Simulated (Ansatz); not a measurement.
## Notes on ScI$_{4}$

```
Sc I
1.0
    -4.80703    4.80703    4.26157
     4.80703   -4.80703    4.26157
     4.80703    4.80703   -4.26157
Sc I
2 8
Direct
  0.00000 0.00000 0.00000
  0.75000 0.25000 0.50000
  0.19500 0.91700 0.27800
  0.66700 0.88900 0.22200
  0.63900 0.91700 0.72200
  0.66700 0.44500 0.77800
  0.55500 0.33300 0.22200
  0.08300 0.80500 0.72200
  0.11100 0.33300 0.77800
  0.08300 0.36100 0.27800
```

Single point in Ansatz 0.2.0 with PBE, no spin polarisation. Cutoff 420 eV, PAW datasets, 6×6×6 Γ-centred k mesh, gaussian filling (width 0.07 eV).

Q: Is the cell too large or too small?

A: The pressure is 1.0 GPa (compression positive), so with the atoms held at these fractions the cell would first expand.

Q: Which atom feels the largest force, and which way?

A: The largest is on I4 (and as large on other atoms): 0.59 eV/Å, components (-0.46, 0.00, -0.36). It makes 157° with the line to a nearest neighbour, Sc2 at 2.76 Å, pointing away from it.

Q: Is there a gap?

A: It is a metal, with about 9.9 states/eV a cell as the mean within 0.25 eV of the Fermi level, mostly I p (97 %).

Q: Which element gives electrons and which takes them?

A: Bader charges in e: Sc +1.69, I -0.42. In the mean Sc gives up most and I takes most.

Q: Describe some of the short contacts.

A: Sc–I at 2.76 Å: least valence density 0.33 e/Å³ and ELF 0.26 there. Both are smooth PAW fields, read partly inside the augmentation spheres.

Origin: a known structure type with other elements, at an estimated volume, so it need not be a known compound. Caveats: many states at the Fermi level without spin polarisation, so a magnetic state may lie lower.
